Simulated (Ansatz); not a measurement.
Relaxed PbSe (rock salt):

```xyz
2
Lattice="0.0000 3.0890 3.0890 3.0890 0.0000 3.0890 3.0890 3.0890 0.0000" Properties=species:S:1:pos:R:3 pbc="T T T"
Se     0.0000     0.0000     0.0000
Pb     3.0890     3.0890     3.0890
```

These are r2SCAN (plane waves to 500 eV, PAW, scalar-relativistic; Ansatz, an electronic-structure program) values and carry that method's errors. k mesh 8×8×8 (Γ-centred), Fermi-Dirac smearing 0.05 eV. PbSe was relaxed with its symmetry unable to fall. Spin-orbit coupling is left out, though Pb is heavy.

One atom of the cell was then moved (with its periodic images), all else fixed, and the forces (eV/Å) came out as:

```json
[
 {"atom": "Se1", "Fx": "0.000", "Fy": "0.000", "Fz": "-0.427"},
 {"atom": "Pb2", "Fx": "0.000", "Fy": "0.000", "Fz": "0.427"}
]
```

With two atoms only their relative shift counts; take Se1 as fixed.

### Question
Which atom was moved, and by which vector (Å)?

### Answer
Pb2, by (0.00, 0.00, -0.31), 0.31 Å in all.

(For displaced atoms, the force is minus the slope of the energy, and its curvature is a force constant, which sets phonon frequencies.)
